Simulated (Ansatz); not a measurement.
Sn in space group I4/mmm (No. 139; Sn on 8h) under volume change, DFT-PBEsol in the program Ansatz with PAW potentials, shape and atoms relaxed at each volume.

```csv
V (Å³/atom),E − E(relaxed) (meV/atom),P (GPa)
33.675,42.5,4.46
34.786,17.8,2.72
35.896,4.2,1.25
37.006,0.0,0.00
38.116,3.7,-1.04
39.226,14.1,-1.92
40.336,30.0,-2.66
```

Task: What does a third-order Birch–Murnaghan fit give for V₀, B₀ and B′?

Result: V₀ = 37.01 Å³/atom, B₀ = 37.8 GPa, B′ = 4.7.

This is a known high-pressure phase of the composition, computed here at zero pressure and temperature. The PBEsol relaxation kept the symmetry of its start; its stability against distortions is not shown here. The volume moved by 38 % from the start of the relaxation. Spin–orbit coupling is left out wherever it is not named.

Potentials: the later of the program's two PAW sets.
